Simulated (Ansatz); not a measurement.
input.yaml (Ansatz)

```yaml
crystal:
  lattice:
    - [2.6882780704, 0.0, 0.0]
    - [0.0, 2.6882780704, 0.0]
    - [0.0, 0.0, 2.6882780704]
  atoms:
    - { symbol: Pd, position: [0.0, 0.0, 0.0] }
hamiltonian:
  xc: r2scan
  pseudopotentials:
    kind: paw
    azcp:
      Pd: "pseudopotentials/Pd.paw.azcp"
basis:
  ecutwfc: 500
  fft_grid_basis: typed
kpoints:
  mp_grid: { grid: [14, 14, 14], shift: [0, 0, 0] }
magnetization:
  spin_polarized: false
scf:
  occupations: { method: fermi_dirac, width: 0.1 }
  lower_state_search: "off"
output:
  stress: true
```

and its output:

```
Engine: ansatz 0.2.0, x86_64-unknown-linux-gnu
Pseudopotentials: kind: paw
Pseudopotential: Pd, paw, valence charge 18, recommended cutoff 500 eV (meta_gga) 
Functional definition: r2SCAN
  parameter k0 = 0.174
  parameter k1 = 0.065
  parameter a1 = 4.9479
  exchange = r2scan_x(k0 = k0, k1 = k1, a1 = a1)
  correlation = r2scan_c
Crystal: 1 atoms, lattice volume = 19.428 Å³
Basis set: ecut = 500 eV, 485 PW (Γ), exchange–correlation on 80×80×80 points (64 copies of the dense FFT grid, shifted against one another)
Bands: 13, of which v1, the nominal top of the filled ones, is band 9 counted from 1 (8 counted from 0)
Symmetry: 48 space group operations
Space group: Pm-3m (ITA 221), of the structure as read, at distance tolerance 2.7e-5 Å
k-points: 120 of 2744
Non-local potential: Pd, projectors of the file, l = 0: 2, l = 1: 2, l = 2: 2, l = 3: 1
PAW form: soft (Blöchl's): semilocal exchange-correlation on the pseudo side does not see the compensation charge
PAW frozen core: Pd, regenerated for the run's functional (the file was generated under x = pbe(κ = 0.804, μ = 0.2195149727645171), c = pbe(β = 0.06672455060314922))
PAW one-centre angular grid: Pd, 590 points (default); XC on 160 Gauss nodes
Initial density: superposition of atomic densities (neutral atoms: chi_scale 0, normalization atom), corrected by the library's trained network
Initial wavefunctions: pseudopotential atomic-orbital guess
Functional: x = r2scan, c = r2scan; τ floored in thin density (d = 2e-4 eV/Å³)
SCF iter   1: F=-6985.154482 eV  HF=-6985.183625 eV  |F-HF|=2.91e-2  |Δ(HF+E_count)|=         —  Δρ=2.13e-2  dr2=7.13e-2  dr2_τ=1.43e-2  ethr=1.77e-3  ⟨swp⟩=5.0  Hψ=9391  notcnv=0
SCF iter   2: F=-6985.188793 eV  HF=-6985.188870 eV  |F-HF|=7.71e-5  |Δ(HF+E_count)|=   5.24e-3  Δρ=9.32e-3  dr2=5.71e-3  dr2_τ=1.46e-3  ethr=3.96e-4  ⟨swp⟩=1.5  Hψ=3093  notcnv=0
SCF iter   3: F=-6985.188052 eV  HF=-6985.189616 eV  |F-HF|=1.56e-3  |Δ(HF+E_count)|=   7.46e-4  Δρ=4.06e-3  dr2=2.75e-3  dr2_τ=1.45e-4  ethr=3.17e-5  ⟨swp⟩=2.0  Hψ=3083  notcnv=0
SCF iter   4: F=-6985.189096 eV  HF=-6985.189088 eV  |F-HF|=7.94e-6  |Δ(HF+E_count)|=   5.28e-4  Δρ=4.03e-4  dr2=2.68e-5  dr2_τ=1.67e-6  ethr=1.53e-5  ⟨swp⟩=1.9  Hψ=2521  notcnv=0
SCF iter   5: F=-6985.189113 eV  HF=-6985.189118 eV  |F-HF|=5.35e-6  |Δ(HF+E_count)|=   3.07e-5  Δρ=2.21e-4  dr2=7.85e-6  dr2_τ=5.31e-7  ethr=1.49e-7  ⟨swp⟩=2.3  Hψ=2439  notcnv=0
SCF iter   6: F=-6985.189116 eV  HF=-6985.189117 eV  |F-HF|=8.89e-7  |Δ(HF+E_count)|=   9.51e-7  Δρ=8.57e-5  dr2=1.25e-6  dr2_τ=4.95e-8  ethr=4.36e-8  ⟨swp⟩=1.2  Hψ=1642  notcnv=0
SCF iter   7: F=-6985.189117 eV  HF=-6985.189117 eV  |F-HF|=6.16e-8  |Δ(HF+E_count)|=   2.22e-7  Δρ=2.22e-5  dr2=8.48e-8  dr2_τ=2.41e-9  ethr=5.56e-10  ⟨swp⟩=2.9  Hψ=5613  notcnv=0
SCF 1 converged in 7 iterations: F = -6985.189117 eV  dr2 = 8.48e-8
SCF converged after 7 iterations
Free energy (F): -6985.189117 eV
Harris-Foulkes:  -6985.189117 eV  (|F-HF|=6.16e-8)
Internal energy: -6985.143829 eV  (E = F + TS)
E sigma→0 (E₀):  -6985.166473 eV
Entropy (-TS):   -0.045288 eV (-45.288 meV/atom)
Fermi energy:    13.533132 eV
--- Per-component energies (eV) ---
  E_band       = -254.278698
  E_kinetic    = 514.427145
  E_local      = -2223.035523  (includes V_loc(G=0)·N_el)
  E_nonlocal   = 218.643792
  E_hartree    = 898.928577
  E_xc         = -158.741705
  E_vxc        = -230.180625  (∫ρ·V_xc dr)
  E_paw        = -3772.860577  (= ΣΔE_a)
  E_vpaw       = -349.034655  (= ΣTr[D̂ρ^β])
  E_aug_tail   = 0.000115  (compensation charges beyond the density's cutoff)
  E_vtau       = 17.026675  (kinetic-family band-sum trace: ∫τ·v_τ [+ j·A + Jᵃ·Aᵃ] dr)
  E_ewald      = -2462.053565
  E_core_change = -0.452087  (= ΣΔE_core)
  E_smearing   = -0.045288  (= −TS)
  E_closure    = 0.000000  (closes the sum)
  Σ components = -6985.189117   (vs F -6985.189117, Δ=0.00e0)
--- Stress (GPa, compression-positive) ---
      -11.275310      -0.000000       0.000000
        0.000000     -11.275310       0.000000
        0.000000       0.000000     -11.275310
  P = ⅓ Tr σ = -11.2753 GPa (-112.753 kbar)
```

Launched by

```sh
ansatz run input.yaml --threads 1 --pin off --max-ram 3584MiB --backend cpu --events-out ev --progress --plain --runs-dir out
```

On 1 thread of Intel(R) Xeon(R) Platinum 8259CL CPU @ 2.50GHz (Skylake/Cascade Lake) (shared host) this took about 6.4 s of wall time and 6.2 s of CPU time.
